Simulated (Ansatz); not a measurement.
Property card for Ba$_{2}$CdB$_{2}$O$_{6}$

Ba2CdB2O6:
```
CELL_PARAMETERS angstrom
      4.84794     2.68747     0.00000
     -4.84794     2.68747     0.00000
     -3.14664     0.00000     5.76128
ATOMIC_POSITIONS crystal
  Ba 0.78944 0.21056 0.31277
  Ba 0.21056 0.78944 0.68723
  Cd 0.00000 0.00000 0.00000
  B  0.43966 0.56034 0.24090
  B  0.56034 0.43966 0.75910
  O  0.74346 0.70067 0.27400
  O  0.25654 0.29933 0.72600
  O  0.70067 0.74346 0.72600
  O  0.29933 0.25654 0.27400
  O  0.28160 0.71840 0.17291
  O  0.71840 0.28160 0.82709
```

Space group C2/m (No. 12); conventional cell a = 9.6959 Å, b = 5.3749 Å, c = 6.5646 Å, α = γ = 90.00°, β = 118.64°.

Method: the program Ansatz at the r²SCAN level (PAW). The cell and atoms are relaxed at this level. Other levels are named where they apply.

Cell and energy:

| Property | Value |
|---|---|
| Volume per atom | 13.65 Å³ |
| Density | 5.58 g/cm³ |
| Formation energy from the elements (no fitted shifts) | -2.67 eV/atom |

Electronic structure:

| Item | Result |
|---|---|
| Band gap | 3.96 eV (direct) |
| Valence-band maximum | at Γ |
| Conduction-band minimum | at Γ |
| Electron effective mass | 0.38, 0.45, 0.60 mₑ (principal values) |
| Electron effective mass with spin–orbit coupling | 0.38, 0.45, 0.60 mₑ (principal values) |
| Hole effective mass | 0.65, 3.2, 4.4 mₑ (principal values) |
| Hole effective mass with spin–orbit coupling | 0.65, 3.2, 4.3 mₑ (principal values) |
| HSE06 gap on the r²SCAN cell | 5.04 eV |
| Gap with spin–orbit coupling | 3.96 eV |

Mechanics:

| Item | Value |
|---|---|
| Bulk modulus (Birch–Murnaghan fit) | 79.5 GPa |
| Pressure derivative B′ | 5.8 |

Charges:

| Item | Value |
|---|---|
| Bader charges | Ba +1.62, Cd +1.37, B +2.39, O -1.58 to -1.55 e |

The workflow started from a Materials Project entry (that database holds measured and hypothetical structures alike); the Crystallography Open Database copy checked does not list it. Whether it is the stable phase at ambient conditions was not checked. The cell was relaxed with r²SCAN under the symmetry of its start; its stability against distortions is not shown here. The references are the lowest solids computed at this level, not always the standard phases (solids in place of the gases). Scalar-relativistic: spin–orbit coupling is off unless named, which matters more the heavier the elements.

Potentials: the later of the program's two PAW sets.
